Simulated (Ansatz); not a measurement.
Simulated powder pattern, Co Kα, λ = 1.79026 Å (kinematic, ideal powder, no thermal factors, no anomalous dispersion; the 30 strongest lines at most, above 1 %, up to 2θ = 90°):

```
2θ (°)  I/Imax (%)
------  ----------
53.19          100
62.25           46
```

The pattern belongs to a structure relaxed with plane-wave PAW PBEsol (Ansatz code).

### Question
Pick the material that matches.
A. Ce, fcc (Cu type)
B. Ni, fcc (Cu type)
C. Ge, diamond
D. Ca, fcc (Cu type)

### Answer
B, Ni, fcc (Cu type)

### Question
Give the lattice parameters.

### Answer
a = 3.463 Å.

Space group Fm-3m (fcc (Cu type)). The PBEsol relaxation kept the symmetry of its start. The final state is ferromagnetic, chosen from 3 collinear starts compared on coarse meshes (ties went to the first, and starts can fall back to one state), not a proven ground state. Textbook magnetic order: ferromagnetic.

Potentials: the later of the program's two PAW sets.
